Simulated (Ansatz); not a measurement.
Mg2Sn (antifluorite type, space group Fm-3m)

Space group Fm-3m (No. 225); a = b = c = 6.7460 Å, α = β = γ = 90.00°

```json
[
 {"atom": "Sn", "site": "4a", "symmetry": "m-3m", "x": "0.0000", "y": "0.0000", "z": "0.0000"},
 {"atom": "Mg", "site": "8c", "symmetry": "-43m", "x": "0.2500", "y": "0.2500", "z": "0.2500"}
]
```
(The calculation used a cell of 3 atoms; values per cell refer to that cell.)

Equation-of-state scan: isotropic scaling of the cell above, V₀ being its volume. Symmetry pins the atoms to their sites.

The numbers are results of PBEsol (plane waves to 420 eV, PAW, scalar-relativistic; Ansatz, an electronic-structure program), not measurements. k mesh 12×12×12 (Γ-centred), Fermi-Dirac smearing 0.05 eV. E stands for the smeared free energy. At this level the bands of Mg2Sn touch or barely overlap; measurements give the solid a gap. Mg2Sn was relaxed with its symmetry unable to fall. ΔE is measured from the relaxed starting cell. The last digit holds for this mesh only.

```tsv
V (Å³/atom)	ΔE (meV/atom)
24.049	14.0
24.356	8.8
24.663	4.8
24.970	2.1
25.277	0.5
25.584	0.0
25.891	0.5
26.198	1.9
26.505	4.2
26.812	7.3
27.119	11.3
```

Question: What is the fitted pressure derivative B₀′?

Answer: 4.2.

Question: What bulk modulus B₀ follows from a third-order Birch-Murnaghan fit?

Answer: 43.5 GPa.

(Under strain, the slope of the energy per volume gives the stress and its curvature an elastic modulus.)
